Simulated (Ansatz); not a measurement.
GaBi:
```yaml
crystal:
  lattice:
    - [3.38290, 0.00000, 0.00000]
    - [0.00000, 3.38290, 0.00000]
    - [0.00000, 0.00000, 4.68874]
  atoms:
    - { symbol: Ga, position: [0.50000, 0.50000, 0.50000] }
    - { symbol: Bi, position: [0.00000, 0.00000, 0.00000] }
```

Relaxed with PBE. Special points in fractions of this cell's reciprocal vectors: Γ (0.000, 0.000, 0.000); X (0.000, 0.500, 0.000); M (0.500, 0.500, 0.000); Z (0.000, 0.000, 0.500); R (0.000, 0.500, 0.500); A (0.500, 0.500, 0.500).

Problem. List the band energies nearest the Fermi level at these points for DFT-PBE in the program Ansatz with PAW potentials.

Solution. In eV from the Fermi level; about four levels below and three above (degenerate sets whole), none deeper than 8.9 eV; points with the same levels are listed once.

```csv
k,below,above
Γ,-4.99 -3.23,1.92 1.92 5.36
X,-6.76 -0.71 -0.33 -0.10,1.31 4.41 6.23
M,-3.57 -3.57 -3.52,1.52 2.67 2.67
Z,-7.94,2.85 2.86 2.99 2.99
R,-5.10 -4.83 -3.88,4.71 6.03 6.03
A,-2.55 -2.55 -0.46 -0.26 -0.26,0.66 11.48 11.63
```

Space group P4/mmm (L1₀ or tetragonal B2). A made-up cell: these elements were put on the sites of a structure type; neither database checked (COD, Materials Project) lists it. Its standing as an ambient phase is unchecked. The cell keeps a stress of up to 0.3 GPa. The cell was relaxed with PBE under the symmetry of its start; whether a distortion lowers the energy is not shown. Spin–orbit coupling is left out wherever it is not named.

Potentials: the later of the program's two PAW sets.
